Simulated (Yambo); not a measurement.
Yambo run on Li3BrO (anti-perovskite, space group Pm-3m, No. 221). The wavefunctions are LDA (pw.x of Quantum ESPRESSO, ONCV potentials, scalar-relativistic) ones on a 4×4×4 mesh (11 occupied bands); a = 3.9486 Å, b = 3.9486 Å, c = 3.9486 Å, α = 90.00°, β = 90.00°, γ = 90.00°.

Yambo input:

```
rim_cut
gw0
dyson
el_el_corr
HF_and_locXC
ppa
em1d
RandQpts= 1000000
RandGvec= 1 Ry
EXXRLvcs= 84 Ry
VXCRLvcs= 336 Ry
Chimod= "HARTREE"
% BndsRnXp
 4 | 61 |
%
NGsBlkXp= 10 Ry
% LongDrXp
 1.0 | 1.0 | 1.0 |
%
PPAPntXp= 27.2114 eV
% GbndRnge
 1 | 137 |
%
GTermKind= "BG"
DysSolver= "n"
ExtendOut
% QPkrange
 6 | 6 | 11 | 12 |
%
```

k points by index: 6 = M.

Table of the .qp output:

```
#    K-point    Band    Eo [eV]    E [eV]    E-Eo [eV]    Vxc [eV]    Vnlxc [eV]    Sc|Eo [eV]    Sc|E [eV]    dSc/dw|Eo [eV]    Re(Z)    Im(Z)
#
    6    11    0.000000    -1.114077    -1.114077    -17.93525    -23.10352    3.729708    4.054197    -7.924479    0.774459    -0.001562
    6    12    4.251991    5.402810    1.150819    -8.635234    -3.948888    -3.325545    -3.535527    -4.964572    0.845704    -0.001121
```
(The two width columns are left out.) Convergence of these settings isn't established.

Spin-orbit coupling is not included.

Geometry of the Materials Project entry, not relaxed at this level.
